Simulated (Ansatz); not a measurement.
CsBr (rock salt, Fm-3m), DFT-r²SCAN in the program Ansatz with PAW potentials. The conduction-band minimum lies at Γ, with 1 equivalent valley. Second derivatives d²E/dk² of the lowest band at one valley (eV·Å²), along Cartesian directions:

```tsv
direction	d²E/dk²
[100]	19.75
[010]	19.75
[001]	19.75
[110]	19.75
[101]	19.75
[011]	19.75
```

Problem. Find the principal effective masses, the density-of-states mass and the conductivity mass.

Solution. Off-diagonal terms follow from H_xy = H[110] − (H_xx + H_yy)/2, and m*/mₑ = 7.620 eV·Å² over each eigenvalue: 0.39, 0.39, 0.39. One valley's DOS mass (m₁m₂m₃)^(1/3) = 0.39, conductivity mass 3/(Σ 1/mᵢ) = 0.39 mₑ.

Problem. What effective density of states Nc follows at 300 K for parabolic valleys?

Solution. Nc = 2.509e19 × 1 × (0.39)^(3/2) ≈ 6.1e18 cm⁻³.

The first step of the workflow began from a Materials Project structure, measured or hypothetical; the Crystallography Open Database copy checked does not list it. It is not the phase usual at ambient conditions (space group No. 221). Symmetry was held in the r²SCAN relaxation; whether a distortion lowers the energy is not shown. Scalar-relativistic: spin–orbit coupling is off unless named, which matters more the heavier the elements.

Potentials: the later of the program's two PAW sets.

Edges and masses are those of Kohn–Sham bands, whose gap is no quasiparticle gap.
